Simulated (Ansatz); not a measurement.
## Fields on a plane of KTaO3 (cubic perovskite)

```yaml
crystal:
  lattice:
    - [3.98532, 0.00000, 0.00000]
    - [0.00000, 3.98532, 0.00000]
    - [0.00000, 0.00000, 3.98532]
  atoms:
    - { symbol: K, position: [0.00000, 0.00000, 0.00000] }
    - { symbol: Ta, position: [0.50000, 0.50000, 0.50000] }
    - { symbol: O, position: [0.00000, 0.50000, 0.50000] }
    - { symbol: O, position: [0.50000, 0.50000, 0.00000] }
    - { symbol: O, position: [0.50000, 0.00000, 0.50000] }
```

The slice is a {110} plane (indices of the conventional cell) through the point (0.500, 0.000, 0.500) (fractional), spanned by u = [100] and v = [011] in vectors of this cell: u (3.99 Å) and v (5.64 Å, at 90° to u). It covers one period; positions are fractions (u, v).

Atoms on it: O at (0.00, 0.50); O at (0.00, 0.00).

The numbers are results of PBEsol (plane waves to 420 eV, PAW, scalar-relativistic; Ansatz, a program for electronic structure), not measurements. k mesh 8×8×8. These are valence fields of a PAW run, semicore shells included where kept as valence: close to a nucleus they are smooth pseudo fields. KTaO3 is run without spin polarisation. KTaO3 was relaxed with its symmetry unable to fall. Spin-orbit coupling is left out, though Ta is heavy.

```
|xx88998833000000000033889988|
|9999996611000000000011669999|
|8888663300000000000000336688|
|3333220000000000000000002233|
|1111000000000000000000000011|
|3333220000000000000000002233|
|8888663300000000000000336688|
|9999996611000000000011669999|
|xx88998833000000000033889988|
|xxxx9988440000000000448899xx|
|xx88998833000000000033889988|
|9999996611000000000011669999|
|8888663300000000000000336688|
|3333220000000000000000002233|
|1111000000000000000000000011|
|3333220000000000000000002233|
|8888663300000000000000336688|
|9999996611000000000011669999|
|xx88998833000000000033889988|
|xxxx9988440000000000448899xx|
```
Scale: ten equal steps from 0.01 (start of '0') to 0.83 (end of '9'), in the order '0123456789'. Values: electron localisation function (ELF). The map has 14 points along u (two characters each, u = 0 at the left) and 20 along v (v = 0 in the bottom row). Points within 0.4 Å of a nucleus are blanked (x), as the pseudised field means little there.

```
|++@@**::              ::**@@|
|++++::..              ..::++|
|....                      ..|
|                            |
|                            |
|                            |
|....                      ..|
|++++::..              ..::++|
|++@@**::              ::**@@|
|  @@@@::              ::@@@@|
|++@@**::              ::**@@|
|++++::..              ..::++|
|....                      ..|
|                            |
|                            |
|                            |
|....                      ..|
|++++::..              ..::++|
|++@@**::              ::**@@|
|  @@@@::              ::@@@@|
```
Scale: ten equal steps from 0.001 (start of ' ') to 0.261 (end of '@'), in the order ' .:-=+*#%@'. Values: density of the highest valence band (whole band, smooth part) in e/Å³. The map has 14 points along u (two characters each, u = 0 at the left) and 20 along v (v = 0 in the bottom row).
